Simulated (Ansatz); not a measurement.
The relaxed structure here is a generated cell of CsSnI3: the first start was made by placing the elements on the sites of a structure type, and the end was not matched to a known phase here, so it may be hypothetical. Known forms of CsSnI3 include space group No. 62, 221.

A relaxed structure of CsSnI$_{3}$. Space group R-3c (No. 167). The numbers are results of PBEsol (plane waves to 420 eV, PAW, scalar-relativistic; Ansatz, a program for electronic structure), not measurements.

Space group R-3c, hexagonal axes (No. 167); a = b = 8.724 Å, c = 20.735 Å, α = β = 90.00°, γ = 120.00°

| atom | site | symmetry | x | y | z |
|---|---|---|---|---|---|
| Cs | 6a | 32 | 0.0000 | 0.0000 | 0.2500 |
| Sn | 6b | -3. | 0.0000 | 0.0000 | 0.0000 |
| I | 18e | .2 | 0.5549 | 0.5549 | 0.2500 |
(The calculation used a cell of 10 atoms; values per cell refer to that cell.)

Question: Predict the band gap from PBEsol.

Answer: 0.41 eV, direct at Γ (no spin-orbit coupling).

No spin polarisation in the result. Spin-orbit coupling is missing; with elements this heavy it can move band edges by tenths of an eV or more.

The run could not lose the symmetry of its start, so the end can be a saddle point.
